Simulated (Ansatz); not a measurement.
PbSe:
```
CELL_PARAMETERS angstrom
      3.76668     2.17546     0.00000
     -3.76668     2.17546     0.00000
     -2.51304     0.00000     3.55191
ATOMIC_POSITIONS crystal
  Pb 0.50809 0.49191 0.50971
  Se 0.00798 0.99202 0.01031
```

Relaxed with r²SCAN+D4.

### Question
Which orbitals make up the states near the band edges in plane-wave PAW r²SCAN+D4 (Ansatz code)?

### Answer
Top 1 eV of the valence band: Se 4p 72 %, Pb 6s 17 %, Pb 6p 9 %. Bottom 1 eV of the conduction band: Pb 6p 73 %, Se 4s 13 %, Se 4p 9 %. Projections are on Löwdin-orthogonalised atomic valence shells; empty p or d shells of many metals are not among them.

### Question
Tabulate the density of states.

### Answer
States/eV per cell of 2 atoms, in 0.25 eV bins, energy from the valence-band maximum.

```
E (eV)  total  Se 4p  Pb 6p  Pb 6s
------  -----  -----  -----  -----
-7.85    1.19   0.16   0.01   0.90
-7.60    0.58   0.07   0.00   0.43
-7.35    0.26   0.03   0.00   0.17
-7.10    0.17   0.02   0.00   0.11
-6.85    0.10   0.01   0.00   0.07
-6.60    0.05   0.00   0.00   0.04
-6.35    0.00   0.00   0.00   0.00
-6.10    0.00   0.00   0.00   0.00
-5.85    0.00   0.00   0.00   0.00
-5.60    0.00   0.00   0.00   0.00
-5.35    0.00   0.00   0.00   0.00
-5.10    0.00   0.00   0.00   0.00
-4.85    0.20   0.11   0.08   0.00
-4.60    0.43   0.24   0.18   0.01
-4.35    0.66   0.38   0.26   0.01
-4.10    0.74   0.44   0.28   0.02
-3.85    0.94   0.58   0.33   0.02
-3.60    1.16   0.73   0.38   0.02
-3.35    1.59   1.05   0.48   0.03
-3.10    1.85   1.27   0.52   0.03
-2.85    1.81   1.28   0.46   0.04
-2.60    1.89   1.38   0.43   0.05
-2.35    1.92   1.45   0.38   0.05
-2.10    2.02   1.58   0.34   0.06
-1.85    2.06   1.68   0.27   0.07
-1.60    1.50   1.22   0.16   0.09
-1.35    0.96   0.67   0.14   0.13
-1.10    1.62   1.19   0.17   0.23
-0.85    1.65   1.20   0.14   0.27
-0.60    0.82   0.57   0.08   0.16
-0.35    0.17   0.11   0.02   0.04
-0.10    0.01   0.01   0.00   0.00
0.15     0.00   0.00   0.00   0.00
0.40     0.00   0.00   0.00   0.00
0.65     0.00   0.00   0.00   0.00
0.90     0.06   0.01   0.05   0.00
1.15     0.25   0.02   0.18   0.00
1.40     0.46   0.04   0.34   0.01
1.65     0.93   0.09   0.69   0.01
1.90     1.07   0.10   0.81   0.01
2.15     1.44   0.13   1.14   0.02
2.40     1.43   0.15   1.15   0.01
2.65     1.40   0.18   1.11   0.01
2.90     1.27   0.20   0.98   0.01
3.15     1.23   0.21   0.91   0.01
3.40     1.23   0.24   0.89   0.01
3.65     1.30   0.27   0.90   0.01
3.90     1.42   0.31   0.93   0.01
4.15     1.84   0.36   1.01   0.01
4.40     1.98   0.43   1.18   0.01
4.65     2.68   0.61   1.50   0.01
4.90     1.42   0.39   0.81   0.00
5.15     0.93   0.29   0.52   0.00
5.40     0.87   0.27   0.46   0.00
```

Space group Fm-3m (rock salt). The r²SCAN+D4 relaxation kept the symmetry of its start; of distortions, only those at the zone centre were tested. Scalar-relativistic: spin–orbit coupling is off unless named, which matters more the heavier the elements.

Potentials: the later of the program's two PAW sets.
